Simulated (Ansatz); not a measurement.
These are results of DFT PBE, scalar-relativistic, plane waves, PAW (Ansatz 0.2.0), not measurements. All cells share a 420 eV cutoff and Γ-centred k meshes spaced at most about 0.3 Å⁻¹ (about 0.25 or finer for metals, 2π included). Collinear spin in cells that started with moments and kept them past the coarse steps, no spin elsewhere.

Temperature and zero-point effects are left out.

Two forms of Sc3BN2 were relaxed alike.

1. (no spin) Space group P6/mmm (No. 191), hexagonal, a = 5.748 Å, c = 4.204 Å. Around Sc on a site of symmetry -6m2 lie 2 N at 2.10 Å; Sc on a site of symmetry 6/mmm is surrounded by 2 B at 2.10 Å; B has 2 Sc at 2.10 Å; N has 2 Sc at 2.10 Å.

2. (site moments Sc -0.5; B -0.3 μB) Space group P4/mmm (No. 123), tetragonal, a = 4.178 Å, c = 6.298 Å. Sc on its first site has 4 N at 2.09 Å, 4 Sc at 2.95 Å and 2 Sc at 3.15 Å; Sc on its second site has 4 N at 2.09 Å, 4 Sc at 2.95 Å and 2 B at 3.15 Å; Sc on its third site has 4 B at 2.95 Å and 2 Sc at 3.15 Å; B is surrounded by 4 Sc at 2.95 Å and 2 Sc at 3.15 Å; N has 4 Sc at 2.09 Å.

Problem. Which would you expect to be lower, and how large is the difference?

Solution. Cell 2 is lower, by 1.32 eV/atom. Cell 1 has space group P6/mmm (No. 191), 20.0 Å³/atom and no gap on its mesh; cell 2 has space group P4/mmm (No. 123), 18.3 Å³/atom and no gap. The shortest distance is 2.10 Å (Sc–B and Sc–N) in cell 1 and 2.09 Å (Sc–N) in cell 2. Their magnetic states differ too, which can make part of the margin. The denser one is the lower, and pressure would at first widen the difference. Both come from invented guesses. A third cell relaxed alike, in P6/mmm, lies 0.47 eV/atom below the lower of the two.

The magnetic state reached may not be the lowest. Cells relaxed within their symmetry can be saddle points. Some candidate types were left out of the draw beforehand, so a known form may be missing.
